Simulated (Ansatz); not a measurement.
A generator proposed this cell of AlGa3Sb2.

Space group R-3m:H (No. 166). a = 5.759 Å, b = 5.759 Å, c = 14.616 Å, α = 90.00°, β = 90.00°, γ = 120.00°
```csv
atom,site,symmetry,x,y,z
Al,3b,-3m,0.3333,0.6667,0.1667
Ga,9e,.2/m,0.5000,0.5000,0.0000
Sb,6c,3m,0.6667,0.3333,0.2067
```

All numbers below come from DFT PBE, scalar-relativistic, plane waves, PAW (Ansatz). Cutoff 420 eV; k points 6×6×6 on the computed 6-atom cell (Γ-centred); Gaussian smearing, width 0.10 eV; no spin polarisation.

Energies over the elements count from the elements' standard structures at the same level, with no fitted energy shifts.

Q: How far from equilibrium is it?

A: The pressure is -3.2 GPa (the mean over three directions, positive in compression), the largest force is 0.18 eV/Å, and the energy is +0.19 eV/atom against the elements. The shortest distance is 2.88 Å.

Q: How much does it gain on relaxing, and where does it end?

A: Relaxing gains under 0.1 eV/atom (the start's value is from the coarse mesh, so the gain is rough) in 8 ionic steps and ends at +0.17 eV/atom on the finer mesh. The symmetry stays R-3m (No. 166). The volume per atom shrinks by 6.5 %, from 23.3 to 21.8 Å³. The shortest distance goes from 2.88 Å (Ga–Ga) to 2.83 Å (Ga–Ga). Conventional cell: a = 5.662 Å, c = 14.133 Å. Al has 6 Ga at 2.87 Å and 6 Sb at 3.30 Å; around Ga lie 4 Ga at 2.83 Å, 2 Al at 2.87 Å and 6 Sb at 3.25–3.41 Å; Sb has 9 Ga at 3.25–3.41 Å, 3 Al at 3.30 Å, 3 Sb at 3.39 Å and 1 Sb at 3.81 Å.

The last run used a 12×12×12 mesh for its 6-atom cell and Gaussian smearing of 0.10 eV. These runs have no spin–orbit coupling, which can matter for Sb. The relaxation can't lower the symmetry of the start. Symmetry constrained the relaxation, so the result can be a saddle point.
